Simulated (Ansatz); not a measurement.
# Ba$_{2}$Cd, one cell by several methods

```
Ba Cd
1.0
    -2.09328    2.09328    7.60000
     2.09328   -2.09328    7.60000
     2.09328    2.09328   -7.60000
Ba Cd
2 1
Direct
  0.37000 0.37000 0.00000
  0.63000 0.63000 0.00000
  0.00000 0.00000 0.00000
```

Atoms are numbered in the order listed.

Conventional cell: a = 4.187 Å, b = 4.187 Å, c = 15.200 Å, α = 90.00°, β = 90.00°, γ = 90.00°. Around Ba (atom 1) lie 4 Cd at 3.56 Å and 1 Ba at 3.95 Å. Around Cd (atom 3) lie 8 Ba at 3.56 Å.

The cell is COD entry 1542138, as deposited and not checked against the literature; nothing was relaxed. The listed cell was then made from it by scaling, straining or moving an atom.

Spin–orbit coupling is left out, though it moves levels of the heavy atoms by tenths of an eV or more.

Methods: DFT, PBEsol, PAW with Ansatz's default frozen-core files, scalar-relativistic (Ansatz 0.2.0); DFT, PBEsol, all-electron PAW with datasets made for the crystal, scalar-relativistic (Ansatz 0.2.0); DFT, PBEsol, all-electron LAPW, scalar-relativistic (Ansatz 0.2.0).

For PAW: a Γ-centred 14×14×14 k mesh, Fermi–Dirac smearing of 0.05 eV, cutoff 420 eV, no spin polarisation; the PAW files were made with PBE, and the program remakes their frozen cores for this functional. The crystal-made all-electron datasets (AE datasets) take a cutoff of 240 eV at this cell. LAPW targets a basis error of 0.5 meV/atom. The Ansatz runs share mesh, smearing and spin set-up. Plane-wave (PAW) pressures include the program's estimate of the Pulay term.

Stress and pressure are positive in compression.

The change that made this cell: equal xx and yy strain of -2 %.

Spin–orbit coupling is left out, which moves gradients at and beside heavy atoms by some per cent and at worst by a factor of two.

In a metal, gradients converge slowly with the k mesh: the values move by tens of per cent from one mesh to another, at times in sign, so only the comparison on one mesh counts.

```
                                               quantity     PAW  AE datasets    LAPW
                                         pressure (GPa)   -0.17        -0.17   -0.17
                                        stress xx (GPa)   -0.06        -0.06   -0.06
                                        stress zz (GPa)   -0.39        -0.39   -0.39
                                 force on Ba1, z (eV/Å)  -0.026       -0.026  -0.026
largest principal field gradient Vzz at Ba1 (10²¹ V/m²)    0.72         0.73       –
largest principal field gradient Vzz at Cd3 (10²¹ V/m²)    1.67         1.71       –
```
